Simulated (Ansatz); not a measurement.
**Os (hcp, Mg type): energy against volume**

Os (hcp, Mg type)

```
Os
1.0
    2.73835     0.00000     0.00000
   -1.36917     2.37148     0.00000
    0.00000     0.00000     4.31593
Os
2
Direct
  0.33333   0.66667   0.75000
  0.66667   0.33333   0.25000
```

Equation-of-state scan: isotropic scaling of the cell above, V₀ being its volume. Symmetry pins the atoms to their sites.

Method: r2SCAN (plane waves to 500 eV, PAW, scalar-relativistic; Ansatz, a program for electronic structure). k mesh 19×19×11 (Γ-centred), Fermi-Dirac smearing 0.05 eV. E stands for the smeared free energy. Stress and pressure are positive under compression. With the shape held, the modulus is that of even scaling; a crystal free to change shape is softer. Os is run without spin polarisation. Os was relaxed with its symmetry unable to fall. Spin-orbit coupling is left out, though Os is heavy. The zero of ΔE is the relaxed starting cell.

| V (Å³/cell) | ΔE (kJ/mol of atoms) | P (GPa) |
|---|---|---|
| 25.22 | 22.1 | 57.9 |
| 25.93 | 11.8 | 40.2 |
| 26.63 | 5.0 | 24.8 |
| 27.33 | 1.2 | 11.5 |
| 28.03 | 0.0 | 0.0 |
| 28.73 | 1.1 | -10.0 |
| 29.43 | 4.1 | -18.6 |
| 30.13 | 8.9 | -26.1 |
| 30.83 | 15.0 | -32.5 |

What the scan shows:

Pressure at the smallest volume: 57.9 GPa
Energy cost of the largest compression: 229 meV/atom
Energy cost of the largest expansion: 156 meV/atom
Bulk modulus at fixed cell shape B₀ (third-order Birch-Murnaghan fit): 428 GPa
Pressure derivative B₀′ (fit): 4.7
Equilibrium volume of the fit: 14.01 Å³/atom
Pressure for 5 % compression (fit): 24.8 GPa

(Under strain, the slope of the energy per volume gives the stress and its curvature an elastic modulus.)
